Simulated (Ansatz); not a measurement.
**Na4NbAlSi3O12: Quadrupolar parameters**

The cell is a computed structure from the Materials Project (it need not be an observed phase).

```cif
data_Na4NbAlSi3O12
_symmetry_space_group_name_H-M 'R3c:H'
_symmetry_Int_Tables_number 161
_cell_length_a 9.0188
_cell_length_b 9.0188
_cell_length_c 21.9558
_cell_angle_alpha 90.000
_cell_angle_beta 90.000
_cell_angle_gamma 120.000
loop_
_atom_site_label
_atom_site_type_symbol
_atom_site_symmetry_multiplicity
_atom_site_Wyckoff_symbol
_atom_site_fract_x
_atom_site_fract_y
_atom_site_fract_z
Na1 Na 18 b 0.3019 0.3431 0.5803
Na7 Na 6 a 0.0000 0.0000 0.4944
Al Al 6 a 0.0000 0.0000 0.3533
Nb Nb 6 a 0.0000 0.0000 0.6457
Si Si 18 b 0.9596 0.3408 0.5863
O19 O 18 b 0.1987 0.0339 0.3112
O25 O 18 b 0.8001 0.9678 0.6918
O31 O 18 b 0.0247 0.8406 0.4116
O37 O 18 b 0.9745 0.1637 0.5877
```

One atom of each set is listed; the run and its k-mesh use a cell of 42 atoms with edges of 8.98, 8.98, 8.98 Å.

All values are calculated (Ansatz; DFT, r2SCAN, plane waves and PAW, scalar-relativistic, 500 eV cutoff, Γ-centred 3×3×3 k-points, Fermi–Dirac smearing 0.02 eV), not measured.

C_Q = eQV_zz/h, which is 24.18 MHz for Q = 1 b and V_zz = 10²¹ V/m²; η = (V_xx − V_yy)/V_zz.

²³Na: I = 3/2, Q = 104.0 mb; ²⁷Al: I = 5/2, Q = 146.6 mb; ⁹³Nb: I = 9/2, Q = -320.0 mb; ¹⁷O: I = 5/2, Q = -25.58 mb. Q values from Pyykkö, Mol. Phys. 116, 1328 (2018).

Problem. Which values are expected at the nuclei?

Solution. 

```tsv
site	atoms	first shell	V_zz (10²¹ V/m²)	η	C_Q (MHz)
Na1	6	8 O at 2.37–2.95 Å; also 3 Si at 2.93–3.15 Å, 1 O at 3.33 Å	-1.26	0.40	-3.17
Na7	2	6 O at 2.40–2.60 Å	-1.25	0.00	-3.15
Al	2	6 O at 1.90–2.02 Å	0.61	0.00	2.17
Nb	2	6 O at 1.96–2.05 Å	2.62	0.00	-20.3
Si	6	4 O at 1.62–1.67 Å	2.77	0.80	–
O19	6	1 Si at 1.62 Å, 1 Al at 1.90 Å, angle 152°; also 2 Na at 2.52–2.95 Å	6.90	0.14	-4.27
O25	6	1 Si at 1.67 Å, 1 Nb at 1.96 Å, angle 151°; also 3 Na at 2.75–3.33 Å	5.14	0.17	-3.18
O31	6	1 Si at 1.63 Å, 1 Al at 2.02 Å, angle 147°; also 3 Na at 2.37–2.48 Å	6.75	0.30	-4.17
O37	6	1 Si at 1.67 Å, 1 Nb at 2.05 Å, angle 142°; also 3 Na at 2.52–2.60 Å	5.67	0.07	-3.51
```

An axis of threefold or higher order runs through Na7, Al and Nb, so V_zz lies along it and η is zero. At O25, O31 and O37 V_zz points along the shorter of its two bonds, to Si (within 8°) in each case. At O19 V_zz runs parallel to the line that joins its two neighbours (within 5°).

Si has no stable isotope with a ground-state quadrupole moment in the table, so no C_Q is given.

At this cell the r2SCAN pressure is -7 GPa, so with r2SCAN the cell would shrink if it were relaxed. The entry's cell may itself be off. The largest force is 0.5 eV/Å, so the atoms aren't at the calculated equilibrium and relaxing them would move these values. Without spin–orbit coupling (the program notes it for Nb) the gradients are little affected as a rule: paired runs on crystals with a gap mostly move them by under 2 % at such atoms. With these PAW files V_zz is typically within 2 to 3 % of all-electron values, but misses above 10 % occur on Al.
